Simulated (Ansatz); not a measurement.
Geometry optimisation in Ansatz: input, command and trajectory.

```yaml
crystal:
  lattice:
    - [6.932709, -0.07655, 0.067143]
    - [-0.07655, 7.214338, -0.055453]
    - [0.067143, -0.055453, 6.738931]
  atoms:
    - { symbol: Ba, position: [0.7224289465, 0.8928891767, 0.2606604482] }
    - { symbol: Ba, position: [0.4252680974, 0.6299224858, 0.896810262] }
    - { symbol: Ba, position: [0.9350411537, 0.6623407052, 0.8336962812] }
    - { symbol: Ba, position: [0.455666945, 0.0968807882, 0.6819322524] }
    - { symbol: Ba, position: [0.9509300047, 0.1475852716, 0.6962297586] }
    - { symbol: O, position: [0.2037040344, 0.0696061475, 0.4042608997] }
    - { symbol: O, position: [0.6883161813, 0.3909121787, 0.8627718882] }
    - { symbol: O, position: [0.0639718635, 0.4454281934, 0.537102992] }
    - { symbol: O, position: [0.4378838105, 0.5420313447, 0.3074611104] }
    - { symbol: O, position: [0.2350534769, 0.7762759233, 0.6447424094] }
    - { symbol: O, position: [0.684680673, 0.8092031832, 0.6523457259] }
    - { symbol: O, position: [0.7185012997, 0.2101709013, 0.3883589884] }
    - { symbol: O, position: [0.4245836764, 0.9720099196, 0.0407480896] }
    - { symbol: O, position: [0.1004118738, 0.7034123427, 0.1995234879] }
    - { symbol: O, position: [0.0109782805, 0.028449133, 0.0376034936] }
    - { symbol: Al, position: [0.1968294275, 0.9479222358, 0.1681460033] }
    - { symbol: Al, position: [0.212200379, 0.6218993154, 0.4223484658] }
    - { symbol: Na, position: [0.7249371548, 0.4242015205, 0.1798051099] }
    - { symbol: Na, position: [0.0139769311, 0.2758828498, 0.2712186977] }
    - { symbol: Na, position: [0.4152990005, 0.2509138812, 0.2461135667] }
    - { symbol: Na, position: [0.6913931075, 0.4923287133, 0.5536846268] }
  symmetry: { detect: false }
basis:
  ecutwfc: 420
kpoints:
  mp_grid: { grid: [1, 1, 1], shift: [0.25, 0.25, 0.25] }
hamiltonian:
  xc: pbe
scf:
  occupations: { method: gaussian, width: 0.1 }
  lower_state_search: "off"
output:
  forces: true
  stress: true
  eigenvalues: true
relax:
  adjacent_minimum: "off"
  f_tol: 0.04
  max_steps: 70
  cell: { stress_tol: 0.3 }
```

```bash
ansatz run input.yaml --threads 2 --pin off --max-ram 5120MiB --backend cpu --events-out ev --progress --plain --runs-dir out
```

Computed with Ansatz 0.2.0, DFT PBE, scalar-relativistic, plane waves, PAW.

Of 25 frames 9 are shown, positions in Å and forces in eV/Å; the SCF threshold varies from step to step. Steps run on the plane waves of an earlier cell, with a Pulay correction in the pressure. The basis is chosen afresh for the last frame, the zero of the energies, and can be on the way; energy and pressure step there, also at an unchanged geometry. Here that happened at steps 15 (-21 meV/atom, 1.4 GPa), 22 (-3 meV/atom, 0.1 GPa); the frames before carry an error of that size.

```xyz
21
Lattice="6.9327 -0.0766 0.0671 -0.0766 7.2143 -0.0555 0.0671 -0.0555 6.7389" Properties=species:S:1:pos:R:3:forces:R:3 pbc="T T T" step=1 free_energy_over_end_meV_per_atom=153.34 pressure_GPa=6.62
Ba    4.9575    6.3718    1.7556   -0.1860    0.1600    0.4550
Ba    2.9603    4.4622    6.0372   -0.2640    0.1720    0.1590
Ba    6.4876    4.6605    5.6443    1.0090    0.6400   -0.1070
Ba    3.1974    0.6262    4.6207   -0.1280   -0.8500    0.0710
Ba    6.6280    0.9533    4.7475   -0.0670   -0.4620   -0.1710
O     1.4340    0.4642    2.7341    0.1840   -0.1900   -1.2500
O     4.7999    2.7196    5.8387   -0.0540   -0.2100   -0.0620
O     0.4455    3.1788    3.5991    0.0760    0.7730    0.0270
O     3.0149    3.8598    2.0713   -0.1340    0.7200    0.4190
O     1.6134    5.5466    4.3176   -0.3200   -0.6820   -0.8720
O     4.7285    5.7493    4.3972    0.2780    0.5350    0.0700
O     4.9911    1.4397    2.6537   -0.4840   -0.8510    0.6520
O     2.8718    6.9776    0.2492   -0.3130   -0.2390    0.5860
O     0.6557    5.0559    1.3123    0.0530    0.3630    0.2800
O     0.0765    0.2023    0.2526   -1.0720    0.9260   -0.8220
Al    1.3033    6.8142    1.0938    0.4940   -0.8490    1.2920
Al    1.4519    4.4469    2.8259    0.9780    0.1920    0.8530
Na    5.0054    2.9949    1.2368   -0.3520    0.3260   -0.4140
Na    0.0940    1.9742    1.8134    0.3140   -0.2360   -0.2460
Na    2.8765    1.7647    1.6725    0.3980   -0.2220   -0.1470
Na    4.7927    3.4682    3.7504   -0.4090   -0.0150   -0.7720
21
Lattice="7.2848 -0.1965 0.2165 -0.2007 7.6752 -0.1172 0.2157 -0.1160 6.7731" Properties=species:S:1:pos:R:3:forces:R:3 pbc="T T T" step=4 free_energy_over_end_meV_per_atom=63.04 pressure_GPa=-0.07
Ba    5.1435    6.7516    1.8922    0.0350    0.0120    0.0940
Ba    3.2581    4.6728    6.2838    0.0500   -0.0710   -0.0520
Ba    7.0392    5.0258    5.5802   -0.3670    0.0820    0.1560
Ba    3.2495    0.1887    4.7547    0.0710   -0.1270   -0.0030
Ba    6.8306    1.0887    4.9007   -0.1940    0.0340    0.0380
O     1.4234    0.4847    2.7526   -0.1380   -0.0620    0.0820
O     5.1595    2.9339    5.9003    0.1080    0.1950    0.1020
O     0.4011    3.4902    3.4627    0.0010    0.0210   -0.1920
O     3.1789    3.9962    2.0845   -0.1250    0.0240   -0.0290
O     1.9513    5.5924    4.2599    0.2260    0.0460   -0.2600
O     5.1342    6.2195    4.4936   -0.0160    0.1370   -0.0460
O     5.1478    1.3471    2.8151   -0.0840   -0.0960    0.0760
O     2.8753    7.2514    0.4441    0.0030    0.0150   -0.0610
O     0.7557    5.4330    1.3740    0.2470    0.2730   -0.0690
O     0.1900    0.2096    0.1708   -0.0970    0.1330   -0.2400
Al    1.2192    7.1950    1.1390    0.1490   -0.3530    0.3910
Al    1.6248    4.6154    2.7852    0.0580   -0.0680    0.0870
Na    5.1714    2.9741    1.2792   -0.1050    0.1380   -0.2490
Na    0.0793    2.0210    1.7663    0.1960   -0.1450    0.0030
Na    3.0416    1.7340    1.8039    0.0650   -0.1560    0.1060
Na    4.8789    3.6164    3.7476   -0.0810   -0.0330    0.0660
21
Lattice="7.3037 0.0500 0.0339 0.0622 7.9621 -0.3220 0.0344 -0.3091 6.7564" Properties=species:S:1:pos:R:3:forces:R:3 pbc="T T T" step=7 free_energy_over_end_meV_per_atom=48.45 pressure_GPa=-0.27
Ba    5.6274    7.2273    1.6166   -0.0040   -0.0510    0.0610
Ba    3.1060    4.6094    6.2487    0.1160   -0.0840    0.1290
Ba    6.9909    5.4940    5.1879    0.0380    0.0870   -0.1520
Ba    2.9686   -0.2018    4.8096   -0.0170    0.0880    0.0410
Ba    6.7808    1.5239    4.6418   -0.2200   -0.0060   -0.1150
O     1.2981    0.4151    2.7934    0.1140   -0.0130   -0.0430
O     5.3922    3.5357    5.7114   -0.2640   -0.0830    0.2460
O     0.1352    3.7354    3.0217   -0.0490    0.0870    0.0750
O     2.9829    3.8084    1.8311   -0.1110    0.0730   -0.1390
O     2.1014    5.4990    4.0247    0.0750   -0.1350    0.0590
O     5.2951    6.8428    4.0482    0.0670   -0.0150   -0.0100
O     5.2810    1.5806    2.6204   -0.0800   -0.0880   -0.1640
O     3.2564    7.4006    0.3978    0.0720   -0.1010   -0.0310
O     0.9817    5.7686    1.1401    0.0510   -0.2580    0.1830
O     0.5168    0.3081   -0.0199    0.1250   -0.1950    0.2720
Al    1.5534    7.4445    0.9637   -0.0590    0.3320   -0.2760
Al    1.5629    4.6699    2.5307   -0.0930    0.0180   -0.1740
Na    5.1658    3.1994    1.0610    0.1450    0.0490    0.0290
Na    0.1946    1.9818    1.5855    0.0240    0.1900    0.0490
Na    3.1210    1.5853    1.9588    0.0150    0.1060    0.0570
Na    4.6659    3.8962    3.5337    0.0530   -0.0040   -0.0990
21
Lattice="7.2852 0.0721 -0.0924 0.0872 7.9984 -0.3651 -0.0891 -0.3508 6.7528" Properties=species:S:1:pos:R:3:forces:R:3 pbc="T T T" step=10 free_energy_over_end_meV_per_atom=35.44 pressure_GPa=-0.14
Ba    5.7015    7.2423    1.4551    0.0710    0.0400    0.0070
Ba    2.8635    4.3177    6.2680   -0.0130    0.0850   -0.0250
Ba    6.8090    5.5626    5.0066   -0.0370    0.0330    0.0060
Ba    2.7908   -0.3348    4.8532   -0.0400    0.0010   -0.0380
Ba    6.4770    1.5314    4.5159    0.0730   -0.0550    0.0860
O     1.4719    0.3716    2.7463   -0.0440    0.0870   -0.0340
O     5.1614    3.5474    5.6346   -0.0110    0.0430   -0.0130
O    -0.2738    4.0226    2.8983    0.0910    0.0020   -0.0430
O     2.5932    3.6250    1.7870   -0.1780   -0.0570    0.0210
O     2.0307    5.3325    3.9981   -0.0410   -0.0710   -0.0200
O     5.3248    7.2086    3.9449    0.0330   -0.0310   -0.0150
O     5.4197    1.6049    2.2700    0.0280   -0.0080    0.0000
O     3.3565    7.1765    0.3071   -0.0020   -0.0870    0.0150
O     0.9348    5.8272    1.1043   -0.0170    0.0500   -0.1610
O     0.7009    0.2961   -0.0757   -0.0540    0.0890   -0.0800
Al    1.6721    7.4453    0.8605   -0.0140   -0.0920    0.2300
Al    1.3246    4.6923    2.4716    0.0900    0.0970    0.1080
Na    5.5140    3.4696    1.0906    0.2140    0.0150   -0.1490
Na    0.4275    2.0389    1.6391    0.0100   -0.0900    0.0270
Na    3.2760    1.5387    1.8769   -0.0590   -0.0410   -0.0380
Na    4.3426    4.0031    3.3964   -0.1000   -0.0080    0.1140
21
Lattice="7.2765 0.0406 -0.1413 0.0542 8.0140 -0.2740 -0.1354 -0.2668 6.7288" Properties=species:S:1:pos:R:3:forces:R:3 pbc="T T T" step=13 free_energy_over_end_meV_per_atom=31.88 pressure_GPa=0.18
Ba    5.6874    7.3134    1.5292    0.0320   -0.0310    0.0160
Ba    2.8053    4.3881    6.3290   -0.0370   -0.0070    0.0250
Ba    6.7033    5.6347    5.0165   -0.0210    0.0270   -0.0040
Ba    2.7512   -0.3059    4.8043   -0.0040   -0.0080    0.0040
Ba    6.4413    1.6226    4.5057    0.0150   -0.0430   -0.0080
O     1.4566    0.3412    2.7172   -0.0030    0.0110   -0.0110
O     5.0759    3.6121    5.6038    0.0010   -0.0040    0.0430
O    -0.3881    4.1687    3.0047    0.0220   -0.0210    0.0050
O     2.3523    3.5424    1.8244   -0.0450    0.0140   -0.0050
O     2.0032    5.3447    4.0295   -0.0020   -0.0280    0.0030
O     5.2732    7.3659    4.0161    0.0280   -0.0130   -0.0050
O     5.4262    1.6711    2.1921    0.0060    0.0330   -0.0130
O     3.3351    7.1188    0.4148    0.0040    0.0070    0.0090
O     0.8592    5.8394    1.1201   -0.0180    0.0000   -0.0180
O     0.7657    0.3284   -0.1061    0.0020    0.0500   -0.0010
Al    1.6453    7.4357    0.9301    0.0090   -0.0010    0.0050
Al    1.2256    4.7343    2.5322    0.0320   -0.0550   -0.0110
Na    5.7264    3.5422    1.0372   -0.0410    0.0560   -0.0260
Na    0.4748    2.0181    1.6535    0.0300   -0.0110    0.0380
Na    3.2744    1.5336    1.7709   -0.0160   -0.0020   -0.0270
Na    4.1712    3.9189    3.3921    0.0060    0.0270   -0.0180
21
Lattice="7.3110 0.1538 -0.1939 0.1752 8.1979 -0.4016 -0.1882 -0.3869 6.7148" Properties=species:S:1:pos:R:3:forces:R:3 pbc="T T T" step=16 free_energy_over_end_meV_per_atom=5.05 pressure_GPa=0.61
Ba    5.8240    7.5713    1.3691    0.0410   -0.0730    0.0080
Ba    2.8318    4.4223    6.1933    0.0080    0.0690    0.0400
Ba    6.7567    5.7329    4.8551   -0.0050   -0.0200   -0.1180
Ba    2.7186   -0.4224    4.7980   -0.0140   -0.0430   -0.0280
Ba    6.4419    1.5726    4.5265   -0.0070   -0.0130   -0.0130
O     1.4868    0.3653    2.7224    0.0090    0.0420    0.0690
O     5.1312    3.6857    5.4754    0.0180   -0.0260    0.0000
O    -0.3429    4.3006    2.8171    0.0250    0.0350    0.0430
O     2.3733    3.6292    1.6655    0.0280    0.0020   -0.0110
O     2.0657    5.4225    3.9007   -0.0570   -0.0190    0.0150
O     5.3976    7.5494    3.8662    0.0150    0.0570    0.0050
O     5.4416    1.7894    2.1493   -0.0090   -0.0210    0.0990
O     3.4648    7.3030    0.2856   -0.0080    0.0110    0.0140
O     0.9849    6.0356    1.0085    0.0260   -0.0310    0.0450
O     0.7749    0.3522   -0.0908   -0.0120    0.0190   -0.0410
Al    1.7745    7.6345    0.8099   -0.0080   -0.0140    0.0010
Al    1.2902    4.8559    2.3838   -0.0870   -0.0600   -0.0900
Na    5.7431    3.6457    0.9178    0.0100    0.0420   -0.0040
Na    0.4700    2.0850    1.7653    0.0550    0.0090   -0.0240
Na    3.2733    1.5882    1.6980   -0.0420    0.0240    0.0100
Na    4.2517    3.8990    3.2558    0.0140    0.0090   -0.0190
21
Lattice="7.3798 0.2598 -0.2252 0.2869 8.3342 -0.4363 -0.2191 -0.4197 6.7037" Properties=species:S:1:pos:R:3:forces:R:3 pbc="T T T" step=19 free_energy_over_end_meV_per_atom=3.74 pressure_GPa=-0.03
Ba    6.0009    7.7785    1.3064    0.0090    0.0030   -0.0100
Ba    2.9455    4.5924    6.1848   -0.0350    0.0130    0.0370
Ba    6.8556    5.8177    4.7286    0.0110    0.0500    0.0160
Ba    2.7057   -0.4955    4.7545   -0.0270    0.0350    0.0120
Ba    6.4753    1.5939    4.5273    0.0370   -0.0250    0.0690
O     1.5047    0.4290    2.7325    0.0210    0.0080    0.0220
O     5.2294    3.7939    5.4151   -0.0100    0.0370   -0.0280
O    -0.2928    4.4186    2.6811   -0.0700   -0.0160    0.0230
O     2.4311    3.7219    1.5781    0.0270    0.0290    0.0390
O     2.1013    5.4695    3.8667   -0.0170   -0.0470   -0.0260
O     5.5275    7.7197    3.8080    0.0040   -0.0620    0.0040
O     5.5018    1.8851    2.1649   -0.0390    0.0540   -0.0330
O     3.6065    7.5161    0.2783    0.0070   -0.0280   -0.0100
O     1.1347    6.2157    0.9997    0.0000   -0.0380   -0.0110
O     0.7980    0.3923   -0.0942    0.0050   -0.0110   -0.0190
Al    1.9016    7.8270    0.7813    0.0020    0.0220    0.0260
Al    1.3552    4.9524    2.3060    0.0610    0.0280   -0.0570
Na    5.8063    3.7380    0.8730    0.0040   -0.0080    0.0430
Na    0.4987    2.1656    1.8030    0.0430   -0.0110   -0.0230
Na    3.3122    1.6556    1.6847   -0.0270   -0.0070   -0.0210
Na    4.2687    3.9292    3.2375   -0.0050   -0.0270   -0.0550
21
Lattice="7.3694 0.2633 -0.2162 0.2907 8.3412 -0.4399 -0.2104 -0.4231 6.6994" Properties=species:S:1:pos:R:3:forces:R:3 pbc="T T T" step=22 free_energy_over_end_meV_per_atom=0.22 pressure_GPa=0.12
Ba    5.9957    7.7914    1.3151    0.0050    0.0030    0.0000
Ba    2.9471    4.5950    6.1757    0.0010    0.0000    0.0020
Ba    6.8514    5.8249    4.7348    0.0030    0.0020    0.0040
Ba    2.7038   -0.4963    4.7599   -0.0050    0.0070   -0.0060
Ba    6.4776    1.5891    4.5467    0.0060   -0.0050    0.0020
O     1.5084    0.4314    2.7386   -0.0030   -0.0040   -0.0050
O     5.2315    3.7981    5.4118    0.0020   -0.0030    0.0060
O    -0.2951    4.4245    2.6752   -0.0040    0.0000    0.0010
O     2.4388    3.7311    1.5833    0.0030    0.0030   -0.0070
O     2.0914    5.4778    3.8644   -0.0040   -0.0060   -0.0010
O     5.5310    7.7246    3.8156    0.0040   -0.0060    0.0050
O     5.4872    1.8971    2.1687   -0.0060    0.0060   -0.0020
O     3.6097    7.5148    0.2819   -0.0020   -0.0090   -0.0050
O     1.1350    6.2210    0.9942   -0.0060   -0.0010   -0.0020
O     0.8104    0.4004   -0.0883   -0.0020   -0.0010    0.0090
Al    1.9064    7.8318    0.7862    0.0150    0.0250    0.0070
Al    1.3565    4.9597    2.3015    0.0080    0.0060    0.0080
Na    5.8014    3.7491    0.8831   -0.0070    0.0030   -0.0210
Na    0.5110    2.1704    1.7989    0.0060   -0.0080    0.0030
Na    3.3041    1.6588    1.6587   -0.0090   -0.0100   -0.0030
Na    4.2872    3.8955    3.2181   -0.0040    0.0000    0.0050
21
Lattice="7.3794 0.2904 -0.2254 0.3194 8.3716 -0.4592 -0.2195 -0.4413 6.6867" Properties=species:S:1:pos:R:3:forces:R:3 pbc="T T T" step=25 free_energy_over_end_meV_per_atom=0.00 pressure_GPa=0.05
Ba    6.0305    7.8462    1.2834    0.0010   -0.0320   -0.0040
Ba    2.9671    4.6124    6.1529    0.0050    0.0100   -0.0130
Ba    6.8743    5.8454    4.7014   -0.0090    0.0060   -0.0150
Ba    2.6990   -0.5094    4.7471    0.0030   -0.0300    0.0050
Ba    6.4836    1.5923    4.5294    0.0160    0.0100    0.0310
O     1.5057    0.4412    2.7380    0.0020   -0.0060   -0.0030
O     5.2539    3.8216    5.3837   -0.0070   -0.0190   -0.0060
O    -0.2792    4.4422    2.6436    0.0020   -0.0050   -0.0090
O     2.4507    3.7478    1.5545    0.0020   -0.0080   -0.0030
O     2.1079    5.4894    3.8415   -0.0010   -0.0010    0.0000
O     5.5619    7.7567    3.7859   -0.0140    0.0240   -0.0120
O     5.4932    1.9275    2.1528   -0.0200   -0.0310    0.0050
O     3.6376    7.5526    0.2656    0.0040    0.0100    0.0010
O     1.1639    6.2553    0.9797   -0.0070   -0.0130    0.0120
O     0.8086    0.4027   -0.0879    0.0130    0.0070    0.0130
Al    1.9331    7.8677    0.7681    0.0100    0.0100    0.0040
Al    1.3726    4.9781    2.2758    0.0140    0.0180    0.0060
Na    5.8154    3.7751    0.8630    0.0000    0.0140    0.0010
Na    0.5189    2.1825    1.7959   -0.0070    0.0100    0.0020
Na    3.3055    1.6674    1.6443   -0.0040    0.0090   -0.0050
Na    4.2930    3.8952    3.2013   -0.0040    0.0150   -0.0090
```

It took 2.3 min on 2 threads of Arm Neoverse V1, on a shared host, peak memory 0.57 GiB.

The k mesh is coarse.